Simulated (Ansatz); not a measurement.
# Thermal properties of AlGa₃P₄ from its phonons

Theory: DFT PBE, scalar-relativistic, plane waves, PAW (Ansatz). Plane waves to 420 eV; Γ-centred k mesh 8×8×8; fixed occupations. No spin polarisation. Phonons by linear response, acoustic sum rule imposed.

Relaxed structure:
```
Al Ga P
1.0
    -2.75363    2.75363    5.50708
     2.75363   -2.75363    5.50708
     2.75363    2.75363   -5.50708
Al Ga P
1 3 4
Direct
  0.50000 0.50000 0.00000
  0.00000 0.00000 0.00000
  0.25000 0.75000 0.50000
  0.75000 0.25000 0.50000
  0.12565 0.12565 0.50078
  0.37513 0.87435 0.00000
  0.62487 0.62487 0.49922
  0.87435 0.37513 0.00000
```

The structure comes from a generated guess, relaxed at this level; another structure or a mixture of phases may lie lower. The q mesh is coarse, so values between its points are rough.

Force constants from linear response on a 2×2×2 q mesh, interpolated to a fine mesh.

**Question.** How much zero-point energy does an atom carry?

**Answer.** 47.1 meV.

**Question.** How large are the vibrational entropy and heat capacity at 300 K?

**Answer.** S = 3.06 k_B and C_V = 2.61 k_B per atom, 87 % of the Dulong–Petit value.

**Question.** Tabulate them against temperature.

**Answer.**
```
T (K)  F_vib (meV/atom)  S (k_B/atom)  C_V (k_B/atom)
  100              44.5          0.85            1.29
  200              31.8          2.08            2.24
  300               9.5          3.06            2.61
  400             -20.4          3.84            2.77
  500             -56.3          4.47            2.85
  600             -97.1          4.99            2.89
  700            -142.1          5.44            2.92
  800            -190.6          5.83            2.94
  900            -242.4          6.17            2.95
 1000            -297.0          6.49            2.96
```
